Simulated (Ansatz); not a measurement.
Fixed-spin-moment curve of TaTi (Cmmm)

Geometry: a structure from the Materials Project; nothing is relaxed.

The runs share PBEsol, 12×12×7 k mesh, Fermi–Dirac smearing of 0.05 eV. PAW means Ansatz 0.2.0 on its default frozen-core files; LAPW is all-electron LAPW in Ansatz 0.2.0. Site moments are integrated in spheres about the atoms, whose radii differ between the methods.

Input of the first run:

```yaml
crystal:
  lattice:
    - [1.632875675, -2.29749265, 0.0]
    - [1.632875675, 2.29749265, 0.0]
    - [0.0, 0.0, 4.68412869]
  atoms:
    - { symbol: Ti, position: [0.5, 0.5, 0.5], spin: 1.0 }
    - { symbol: Ta, position: [0.0, 0.0, 0.0], spin: 0.6 }
magnetization:
  spin_polarized: true
kpoints:
  mp_grid: { grid: [12, 12, 7] }
scf:
  occupations: { method: fermi_dirac, width: 0.05 }
  lower_state_search: "off"
hamiltonian:
  xc: pbesol
  pseudopotentials: { kind: paw }
output:
  forces: true
  stress: true
  eigenvalues: true
  populations: true
  dos: { projected: true, de: 0.1, e_range: [-8, 5] }
  write_density: true
  write_potential: true
  elf: true
  volumetric_format: npy
```

Command: `ansatz run input.yaml --threads 1 --pin off --max-ram 3072MiB --backend cpu --events-out ev --progress --plain --runs-dir out`

The input for «total moment held at 0.1 μB» by PAW differs from it in these lines, output keys apart:

```diff
-    - { symbol: Ti, position: [0.5, 0.5, 0.5], spin: 1.0 }
-    - { symbol: Ta, position: [0.0, 0.0, 0.0], spin: 0.6 }
+    - { symbol: Ti, position: [0.5, 0.5, 0.5], spin: 0.05 }
+    - { symbol: Ta, position: [0.0, 0.0, 0.0], spin: 0.05 }
+  initial_magnetization: 0.1
+  spin_locking: { lock_magnetization: hard }
```

The input for «total moment held at 1.6 μB» by LAPW differs from it in these lines, output keys apart:

```diff
-    - { symbol: Ti, position: [0.5, 0.5, 0.5], spin: 1.0 }
-    - { symbol: Ta, position: [0.0, 0.0, 0.0], spin: 0.6 }
+    - { symbol: Ti, position: [0.5, 0.5, 0.5], spin: 0.8 }
+    - { symbol: Ta, position: [0.0, 0.0, 0.0], spin: 0.8 }
+  initial_magnetization: 1.6
+  spin_locking: { lock_magnetization: hard }
-  pseudopotentials: { kind: paw }
+  pseudopotentials: { kind: all_electron, lapw: { basis_error: 0.0005 } }
```

The total moment M of the cell is held by giving each spin its own Fermi level. Half their difference over μB is the field that would hold M, so μB·B = dF/dM. Energies count from each method's free run. The held moment starts spread evenly over Ti1, Ta2.

**Question.** Does the cell keep a net moment when the moments are free, and how does its energy change with a held moment?

**Answer.** The free run has no net moment (M = 0.00 μB). 
```tsv
M (μB/cell)	ΔF PAW (meV/cell)	ΔF LAPW (meV/cell)	B, PAW (T)	largest site moment, PAW (μB)	pressure, PAW (GPa)
0.00	0.0	0.0	–	0.00	-4.6
0.10	+0.4	+0.4	+152	0.06	-4.6
0.30	+3.8	+3.8	+421	0.17	-4.5
0.60	+14.2	+14.2	+783	0.34	-4.3
1.00	+39.7	–	+1448	0.56	-3.7
1.60	+112.1	+111.8	+2883	0.86	-2.6
2.40	+321.2	–	+6857	1.17	-0.3
```

**Question.** The unpolarised density of states at the Fermi level, averaged over the smearing, is 3.65 states/eV per cell. What Stoner enhancement follows from the smallest held moment?

**Answer.** S = M/(μB·B·N) = 0.10/(0.0088 eV × 3.65/eV) ≈ 3.1, so I·N/2 ≈ 0.68; the Stoner criterion for ferromagnetism asks for 1. On this mesh S is a rough figure.

**Question.** Check μB·B = dF/dM between M = 1.00 and 1.60 μB with the PAW numbers.

**Answer.** ΔF/ΔM = +72.4 meV / 0.60 = +120.6 meV per μB, which is +2084 T with μB = 0.05788 meV/T. The mean of the two holding fields is +2166 T. The slope equals the mean of B over the step, so the two agree where B(M) is nearly straight between its ends, and here they lie within a tenth of each other.

Separate runs put a uniform field on the spins (g = 2):

```tsv
field (T)	M PAW (μB/cell)	M LAPW (μB/cell)
500	0.367	0.368
1000	0.742	0.743
```

The PAW files were made with PBE; the program remakes their cores once for the run's functional and then keeps them frozen. The Ansatz runs typed with the search for lower states off end where their start leads. Spin–orbit coupling is left out although heavy atoms are present. These are results for the start and cell typed. The real compound can order otherwise, in a larger cell, or not at all, since semilocal functionals at zero temperature often overstate magnetism.
